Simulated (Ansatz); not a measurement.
Starting cell, Al$_{2}$O$_{3}$ (corundum):

```yaml
crystal:
  lattice:
    - [2.40441, 1.38819, 4.37463]
    - [-2.40441, 1.38819, 4.37463]
    - [0.00000, -2.77638, 4.37463]
  atoms:
    - { symbol: Al, position: [0.35215, 0.35215, 0.35215] }
    - { symbol: Al, position: [0.14785, 0.14785, 0.14785] }
    - { symbol: Al, position: [0.64785, 0.64785, 0.64785] }
    - { symbol: Al, position: [0.85215, 0.85215, 0.85215] }
    - { symbol: O, position: [0.55618, 0.94382, 0.25000] }
    - { symbol: O, position: [0.25000, 0.55618, 0.94382] }
    - { symbol: O, position: [0.94382, 0.25000, 0.55618] }
    - { symbol: O, position: [0.44382, 0.05618, 0.75000] }
    - { symbol: O, position: [0.75000, 0.44382, 0.05618] }
    - { symbol: O, position: [0.05618, 0.75000, 0.44382] }
```

The atoms are displaced by Q × the pattern below (from a DFPT mode at Γ, largest move 1; Q in Å), at fixed cell. It is one choice among 2 degenerate patterns.

```csv
atom,x,y,z
Al1,-0.150,0.496,0.000
Al2,0.150,0.496,0.000
Al3,-0.150,0.496,0.000
Al4,0.150,0.496,0.000
O5,0.000,-0.350,0.937
O6,0.179,-0.661,-0.468
O7,-0.179,-0.661,-0.468
O8,0.000,-0.350,0.937
O9,0.179,-0.661,-0.468
O10,-0.179,-0.661,-0.468
```

Method: PBE (plane waves to 420 eV, PAW, scalar-relativistic; Ansatz, a first-principles code). k mesh 8×8×8 (Γ-centred), Fermi-Dirac smearing 0.05 eV. E stands for the smeared free energy. Al2O3 was relaxed with its symmetry unable to fall. The zero of ΔE is the undisplaced structure.

| Q (Å) | ΔE (eV/cell) |
|---|---|
| -0.100 | 0.567 |
| -0.067 | 0.249 |
| -0.033 | 0.062 |
| 0.000 | 0.000 |
| 0.033 | 0.062 |
| 0.067 | 0.249 |
| 0.100 | 0.567 |

Question: Which DFPT wavenumber at Γ belongs to this mode?
(A) 537 cm⁻¹
(B) 373 cm⁻¹
(C) 663 cm⁻¹
(D) 285 cm⁻¹

Answer: A, 537 cm⁻¹. The curvature of the scan gives 537 cm⁻¹

(For displaced atoms, the force is minus the slope of the energy, and its curvature is a force constant, which sets phonon frequencies.)
